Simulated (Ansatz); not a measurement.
# PbSe (rock salt), frozen-phonon scan

Starting cell, PbSe (rock salt):

```xyz
4
Lattice="0.0000 6.2177 6.2177 3.1088 0.0000 3.1088 3.1088 3.1088 0.0000" Properties=species:S:1:pos:R:3 pbc="T T T"
Se     0.0000     0.0000     0.0000
Se     3.1088     3.1088     6.2177
Pb     3.1088     3.1088     3.1088
Pb     3.1088     6.2177     6.2177
```

A phonon eigenvector at L = (0.5, 0.0, 0.0) is frozen into this cell: atom i moves by Q times the vector below, so Q is the largest atomic displacement, in Å. The cell is held. It is one choice among 2 degenerate patterns. (q is in reciprocal vectors of the primitive cell; the cell shown is doubled to hold the pattern.)

| atom | x | y | z |
|---|---|---|---|
| Se1 | -0.285 | 0.520 | -0.805 |
| Se2 | 0.285 | -0.520 | 0.805 |

Atoms not listed stay in place.

All values below come from PBE (plane waves to 420 eV, PAW, scalar-relativistic; Ansatz, a first-principles code). k mesh 9×9×9 (Γ-centred), Fermi-Dirac smearing 0.05 eV. The energy includes the smearing's −TS. Compression counts positive. PbSe was relaxed with its symmetry unable to fall. Spin-orbit coupling is left out, though Pb is heavy. The PAW data are Ansatz's earlier set. The zero of ΔE is the undisplaced structure.

| Q (Å) | ΔE (eV/cell) | −dE/dQ from forces (eV/Å) | P (GPa) |
|---|---|---|---|
| -0.280 | 0.305 | 2.208 | 1.29 |
| -0.233 | 0.211 | 1.827 | 0.90 |
| -0.187 | 0.135 | 1.453 | 0.58 |
| -0.140 | 0.076 | 1.084 | 0.32 |
| -0.093 | 0.034 | 0.720 | 0.14 |
| -0.047 | 0.008 | 0.359 | 0.04 |
| 0.000 | 0.000 | 0.000 | 0.00 |
| 0.047 | 0.008 | -0.359 | 0.04 |
| 0.093 | 0.034 | -0.720 | 0.14 |
| 0.140 | 0.076 | -1.084 | 0.32 |
| 0.187 | 0.135 | -1.453 | 0.58 |
| 0.233 | 0.211 | -1.827 | 0.90 |
| 0.280 | 0.305 | -2.208 | 1.29 |

Key numbers:

The energy at Q = 0.280 Å is 305 meV/cell. Space group of the distorted cell: P-1 (No. 2), lowered from Fm-3m. Symmetry of the curve: even: the same for both signs. Shape of the curve: a single well with its minimum at or next to zero displacement. Harmonic wavenumber from the curvature (finite differences): 115 cm⁻¹. Wavenumber by perturbation theory (DFPT, on another k mesh): 115 cm⁻¹.

(A displaced cell: forces are minus the slopes of the energy, force constants its curvatures, and phonons follow from these.)
